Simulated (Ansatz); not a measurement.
**Mg₃O (L12 type) from its elements: all-electron against pseudopotential results**

```
O Mg
1.0
     4.12190    0.00000    0.00000
     0.00000    4.12190    0.00000
     0.00000    0.00000    4.12190
O Mg
1 3
Direct
  0.00000 0.00000 0.00000
  0.00000 0.50000 0.50000
  0.50000 0.00000 0.50000
  0.50000 0.50000 0.00000
```

The cell comes from a relaxation on PAW files under the same functional, begun from a prototype that needn't be the stable phase.

Computed with Ansatz 0.2.0; functional PBE, scalar-relativistic. Settings: a Γ-centred 9×9×9 k mesh, Fermi–Dirac smearing of 0.05 eV, no spin polarisation. Methods: LAPW: all electrons, basis error target 0.5 meV/atom; PAW: frozen-core files, cutoff 420 eV.

The elements are taken as Mg hcp, O O2 gas, each relaxed on PAW files under the same functional and computed by the same method as the compound; zero-point and thermal terms are left out.

(1) What is the formation energy by LAPW, and how far do the other methods lie from it?

(2) Give the LAPW value for one formula unit in kJ/mol.

(3) What Bader charges does the PAW density give?

## Answers

(1) -0.101 eV/atom; PAW -2.2 meV/atom. The compound is bound against these elements; other compounds of the system weren't compared.

(2) -0.101 eV/atom × 4 atoms × 96.485 kJ/(mol·eV) = -39.0 kJ/mol, at zero temperature and without zero-point motion.

(3) O1 -1.60 e, Mg2 +0.53 e.
